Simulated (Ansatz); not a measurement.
# Elastic constants of GaSbAs₂: input and output

Method: DFT PBEsol, scalar-relativistic, plane waves, PAW in Ansatz.

Launched with:
```bash
ansatz run input.yaml --threads 2 --pin off --max-ram 7168MiB --backend cpu --events-out ev --progress --plain --runs-dir out
```

Input (bare energies are in eV):
```yaml
crystal:
  lattice:
    - [4.0698595308, 0.0, 0.0]
    - [0.0, 4.0698595308, 0.0]
    - [0.0, 0.0, 6.5942459676]
  atoms:
    - { symbol: Ga, position: [0.5, 0.5, 0.0] }
    - { symbol: Sb, position: [0.0, 0.0, 0.5] }
    - { symbol: As, position: [0.5, 0.0, 0.7871715311] }
    - { symbol: As, position: [0.0, 0.5, 0.2128284689] }
basis:
  ecutwfc: 420
kpoints:
  mp_grid: { grid: [10, 10, 6] }
hamiltonian:
  xc: pbesol
scf:
  occupations: { method: fermi_dirac, width: 0.15 }
output:
  forces: true
  stress: true
  eigenvalues: true
elastic:
  mode: relaxed_ion
  amplitude: 0.005
  stencil: two_point
```

From the output:
```
--- Elastic constants: 4 strain directions × 2 members + reference (group order 8) ---
  dense FFT box of the reference and of every strained cell: 30×30×45
  strains applied: 11, 33, 23, 12; error gains: componentwise 1.00 (the most a stress slope's error grows in a printed constant), spectral 1.41 (1 for all six strains in a standard setting)
  reference relaxed by the batch: 3 steps; max|allowed force component| 6.29e-4 eV/Å at the deck's positions, 5.25e-9 at the last accepted step, 1.18e-8 by the solve of record
  largest displacement 7.1e-5 Å; the constants are those of the deck's cell at these positions:
  atoms:
    - { symbol: Ga, position: [0.5, 0.5, 0.0] }
    - { symbol: Sb, position: [-2.2241236264094626e-33, 0.0, 0.5] }
    - { symbol: As, position: [0.5, 0.0, 0.7871823010528503] }
    - { symbol: As, position: [-3.31252454997154e-34, 0.5, 0.21281769894714989] }
  C = ∂σ_k/∂η_j (tension-positive GPa; Voigt order 11 22 33 23 13 12):
        60.793     26.425     47.168      0.000      0.000      0.000
        26.425     60.793     47.168      0.000      0.000      0.000
        47.158     47.158     98.556      0.000      0.000      0.000
         0.000      0.000      0.000    -49.945      0.000      0.000
         0.000      0.000      0.000      0.000    -49.945      0.000
         0.000      0.000      0.000      0.000      0.000     -1.134
  reference stress σ⁰ (GPa):      0.007      0.007      0.005     -0.000      0.000     -0.000
  C* (energy form; C + prestress term) asymmetry max|C*_kj − C*_jk| = 1.303e-2 GPa — a small one proves nothing (zero by symmetry where the batch's group is 432, −43m or m−3m); a large one is finite-difference/SCF noise where every solve ...
  moduli (Voigt/Reuss/Hill, GPa): K = 51.29/43.34/47.32   G = -13.58/-6.33/-9.96   E = -32.12   ν = 0.613
  mechanically stable: NO (min eigenvalue of sym C = -49.95 GPa)
  the stresses are not corrected for the forces that the relaxations left standing (`elastic.f_tol`)
  strain η (Voigt 11):  stress-route row diagonal C_11 = 60.79 GPa, energy-path curvature d²(F+E_count+ΔE)/dδ²/Ω₀ = 60.79 GPa
         δ    σ_11 (GPa) F (eV) n_scf n_hpsi n_pw
    -5.000e-3      -0.3032      -19776.8462446       6   78424   2148   relax 4 steps, max|allowed force component| 3.13e-6 eV/Å
     5.000e-3       0.3047      -19776.8462098       6   77813   2188   relax 3 steps, max|allowed force component| 4.92e-6 eV/Å
  strain η (Voigt 33):  stress-route row diagonal C_33 = 98.56 GPa, energy-path curvature d²(F+E_count+ΔE)/dδ²/Ω₀ = 98.56 GPa
         δ    σ_33 (GPa) F (eV) n_scf n_hpsi n_pw
    -5.000e-3      -0.4903      -19776.8459132       6   45199   2156   relax 3 steps, max|allowed force component| 1.39e-7 eV/Å
     5.000e-3       0.4953      -19776.8458862       6   45611   2212   relax 3 steps, max|allowed force component| 2.50e-7 eV/Å
  strain η (Voigt 23):  stress-route row diagonal C_44 = -49.95 GPa, energy-path curvature d²(F+E_count+ΔE)/dδ²/Ω₀ = -50.04 GPa
         δ    σ_23 (GPa) F (eV) n_scf n_hpsi n_pw
    -5.000e-3       0.2498      -19776.8471682       6  106700   2172   relax 9 steps, max|allowed force component| 1.86e-6 eV/Å
     5.000e-3      -0.2497      -19776.8471682       6  106634   2172   relax 6 steps, max|allowed force component| 4.47e-6 eV/Å
  strain η (Voigt 12):  stress-route row diagonal C_66 = -1.13 GPa, energy-path curvature d²(F+E_count+ΔE)/dδ²/Ω₀ = -1.14 GPa
         δ    σ_12 (GPa) F (eV) n_scf n_hpsi n_pw
    -5.000e-3       0.0057      -19776.8467541       7   70884   2172   relax 2 steps, max|allowed force component| 4.16e-9 eV/Å
     5.000e-3      -0.0057      -19776.8467541       7   71130   2172   relax 2 steps, max|allowed force component| 3.02e-5 eV/Å
```

It took 8.9 min on 2 threads of Intel(R) Xeon(R) 6975P-C (Granite Rapids), on a shared host, peak memory 0.99 GiB.

The cell was built by swapping an element in a database structure (itself possibly hypothetical) and relaxing; it need not be the stable form of this composition. In a metal, frequencies and elastic constants depend on the k mesh and the smearing, soft modes and shear constants most.

As the tensor has a negative eigenvalue, the Reuss and Hill moduli of a polycrystal, and E and ν formed from them, have no physical meaning here.